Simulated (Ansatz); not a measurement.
HfC:
```
HfC
1.0
    0.00000     2.32033     2.32033
    2.32033     0.00000     2.32033
    2.32033     2.32033     0.00000
C Hf
1 1
Direct
  0.00000   0.00000   0.00000
  0.50000   0.50000   0.50000
```

Relaxed with r²SCAN.

Q: Map the valence electron density (e/Å³), cut off at 4 on the plane through (0.000, 0.000, 0.000) spanned by u = [1, 0, 0] and v = [0, 1, -1] in lattice vectors, from plane-wave PAW r²SCAN (Ansatz code).

A: x is the fraction of u, y of v (the angle between them is 90°; rows are the nearest grid lines); atoms in the plane: C at (0.00, 0.00), Hf at (0.50, 0.50).
```
y \ x   0.000  0.0625  0.188  0.250  0.375  0.438  0.562  0.625  0.750  0.812  0.938   1.00
------  -----  ------  -----  -----  -----  -----  -----  -----  -----  -----  -----  -----
1.00     1.60    1.68   1.12  0.684  0.273  0.200  0.200  0.273  0.684   1.12   1.68   1.60
0.938    1.68    1.69   1.05  0.650  0.274  0.206  0.206  0.274  0.650   1.05   1.69   1.68
0.875    1.57    1.49  0.862  0.570  0.296  0.251  0.251  0.296  0.570  0.862   1.49   1.57
0.750   0.684   0.650  0.496  0.501   1.17   1.78   1.78   1.17  0.501  0.496  0.650  0.684
0.688   0.417   0.407  0.428  0.697   3.52   4.00   4.00   3.52  0.697  0.428  0.407  0.417
0.625   0.273   0.274  0.448   1.17   4.00   4.00   4.00   4.00   1.17  0.448  0.274  0.273
0.562   0.200   0.206  0.520   1.78   4.00   4.00   4.00   4.00   1.78  0.520  0.206  0.200
0.438   0.200   0.206  0.520   1.78   4.00   4.00   4.00   4.00   1.78  0.520  0.206  0.200
0.375   0.273   0.274  0.448   1.17   4.00   4.00   4.00   4.00   1.17  0.448  0.274  0.273
0.312   0.417   0.407  0.428  0.697   3.52   4.00   4.00   3.52  0.697  0.428  0.407  0.417
0.250   0.684   0.650  0.496  0.501   1.17   1.78   1.78   1.17  0.501  0.496  0.650  0.684
0.125    1.57    1.49  0.862  0.570  0.296  0.251  0.251  0.296  0.570  0.862   1.49   1.57
0.0625   1.68    1.69   1.05  0.650  0.274  0.206  0.206  0.274  0.650   1.05   1.69   1.68
0.000    1.60    1.68   1.12  0.684  0.273  0.200  0.200  0.273  0.684   1.12   1.68   1.60
```

The density is the valence pseudo-density with augmentation charge, so density and ELF within about 1 Å of a nucleus are not all-electron values.

Space group Fm-3m (rock salt). Symmetry was held in the r²SCAN relaxation. No spin polarisation was allowed. Scalar-relativistic: spin–orbit coupling is off unless named, which matters more the heavier the elements.

Potentials: the later of the program's two PAW sets.
